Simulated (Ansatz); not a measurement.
**As2Se: do energies and stresses tell the same story?**

These are results of Ansatz 0.2.0, DFT PBEsol, scalar-relativistic, plane waves, PAW, not measurements.

Cutoff 420 eV; k points 8×8×8 on the computed 6-atom cell (Γ-centred); Gaussian smearing, width 0.10 eV; no spin polarisation.

Relaxed cell: I4_1/amd, a = 6.940 Å, b = 6.940 Å, c = 5.231 Å, α = 90.00°, β = 90.00°, γ = 90.00°, 6 atoms in the primitive cell. Whether it is the stable form of this composition wasn't checked.

Energies at zero smearing and pressures from the stress tensor, at volumes with shape and atoms relaxed:
| V (Å³/atom) | E − E(first) (meV/atom) | P (GPa) |
| --- | --- | --- |
| 18.477 | 0.00 | 11.91 |
| 19.107 | -39.57 | 8.34 |
| 19.737 | -65.87 | 5.14 |
| 20.366 | -80.49 | 2.36 |
| 20.996 | -85.09 | 0.00 |
| 21.626 | -80.86 | -2.08 |
| 22.256 | -69.05 | -3.87 |
| 23.096 | -43.36 | -5.86 |

Problem. Check P = −dE/dV between neighbouring volumes, and get the bulk modulus from the pressures alone.

Solution. With 1 eV/Å³ = 160.2 GPa:
```csv
middle V (Å³/atom),−ΔE/ΔV (GPa),mean P (GPa)
18.792,10.066,10.124
19.422,6.689,6.740
20.052,3.720,3.749
20.681,1.170,1.178
21.311,-1.078,-1.042
21.941,-3.004,-2.974
22.676,-4.901,-4.862
```

The two differ by 0.06 GPa at most. The mean of two end pressures misses the average over a step by about ΔV² P″/12, up to 0.04 GPa here; with that taken off 0.02 GPa remains. Around V = 20.996 Å³/atom, the two neighbours give B = −V ΔP/ΔV = 20.996 × 4.44 / 1.260 = 74.0 GPa, against B0 = 73.9 GPa from the Birch–Murnaghan fit of the energies.